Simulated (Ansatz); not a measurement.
A relaxation computed with Ansatz, from input to last step.

```yaml
crystal:
  lattice:
    - [4.3614841448, 0.0, 0.0]
    - [0.0, 4.3614841448, 0.0]
    - [0.0, 0.0, 2.8875653454]
  atoms:
    - { symbol: Mn, position: [0.0, 0.0, 0.0], spin: 3.05 }
    - { symbol: Mn, position: [0.5, 0.5, 0.5], spin: 3.05 }
    - { symbol: O, position: [0.3056280711, 0.3056280711, 0.0] }
    - { symbol: O, position: [0.1943719289, 0.8056280711, 0.5] }
    - { symbol: O, position: [0.6943719289, 0.6943719289, 0.0] }
    - { symbol: O, position: [0.8056280711, 0.1943719289, 0.5] }
basis:
  ecutwfc: 420
kpoints:
  mp_grid: { grid: [8, 8, 12] }
hamiltonian:
  xc: pbe
  hubbard: { sites: [{ species: Mn, l: d, u_eff: 3.9 }] }
scf:
  occupations: { method: gaussian, width: 0.1 }
output:
  forces: true
  stress: true
  eigenvalues: true
  populations: true
magnetization:
  spin_polarized: true
relax:
  adjacent_minimum: "off"
  f_tol: 0.01
  max_steps: 30
  cell: { stress_tol: 0.1, fix: [volume] }
```

```bash
ansatz run input.yaml --threads 2 --pin off --max-ram 5120MiB --backend cpu --events-out ev --progress --plain --runs-dir out
```

Level of theory: Ansatz, DFT PBE+U, scalar-relativistic, plane waves, PAW.

The volume is held at 0.94 times that of the relaxed cell.

Of 4 frames 3 are shown, positions in Å and forces in eV/Å; the SCF threshold varies from step to step. Steps run on the plane waves of an earlier cell, with a Pulay correction in the pressure. The basis is chosen afresh for the last frame, the zero of the energies, and at times for earlier ones too; energy and pressure step there, also at an unchanged geometry.

```xyz
6
Lattice="4.3615 0.0000 0.0000 0.0000 4.3615 0.0000 0.0000 0.0000 2.8876" Properties=species:S:1:pos:R:3:forces:R:3 pbc="T T T" step=1 free_energy_over_end_meV_per_atom=0.15 pressure_GPa=13.37
Mn    0.0000    0.0000    0.0000    0.0000    0.0000    0.0000
Mn    2.1807    2.1807    1.4438    0.0000    0.0000    0.0000
O     1.3330    1.3330    0.0000   -0.0718   -0.0718    0.0000
O     0.8478    3.5137    1.4438    0.0718   -0.0718    0.0000
O     3.0285    3.0285    0.0000    0.0718    0.0718    0.0000
O     3.5137    0.8478    1.4438   -0.0718    0.0718    0.0000
6
Lattice="4.3602 0.0000 0.0000 0.0000 4.3602 0.0000 0.0000 0.0000 2.8893" Properties=species:S:1:pos:R:3:forces:R:3 pbc="T T T" step=2 free_energy_over_end_meV_per_atom=0.05 pressure_GPa=13.30
Mn    0.0000    0.0000    0.0000    0.0000    0.0000    0.0000
Mn    2.1801    2.1801    1.4447    0.0000    0.0000    0.0000
O     1.3318    1.3318    0.0000   -0.0453   -0.0453    0.0000
O     0.8482    3.5119    1.4447    0.0453   -0.0453    0.0000
O     3.0283    3.0283    0.0000    0.0453    0.0453    0.0000
O     3.5119    0.8482    1.4447   -0.0453    0.0453    0.0000
6
Lattice="4.3576 0.0000 0.0000 0.0000 4.3576 0.0000 0.0000 0.0000 2.8927" Properties=species:S:1:pos:R:3:forces:R:3 pbc="T T T" step=4 free_energy_over_end_meV_per_atom=0.00 pressure_GPa=13.18
Mn    0.0000    0.0000    0.0000    0.0000    0.0000    0.0000
Mn    2.1788    2.1788    1.4464    0.0000    0.0000    0.0000
O     1.3298    1.3298    0.0000    0.0004    0.0004    0.0000
O     0.8490    3.5086    1.4464   -0.0004    0.0004    0.0000
O     3.0278    3.0278    0.0000   -0.0004   -0.0004    0.0000
O     3.5086    0.8490    1.4464    0.0004   -0.0004    0.0000
```

It took 70 s on 2 threads of Arm Neoverse V1, with other jobs on the host, peak memory 0.71 GiB.

The state reached may not be the lowest one. The program reads another magnetic order as possibly lower. Moments started parallel, and an antiferromagnetic order may lie lower.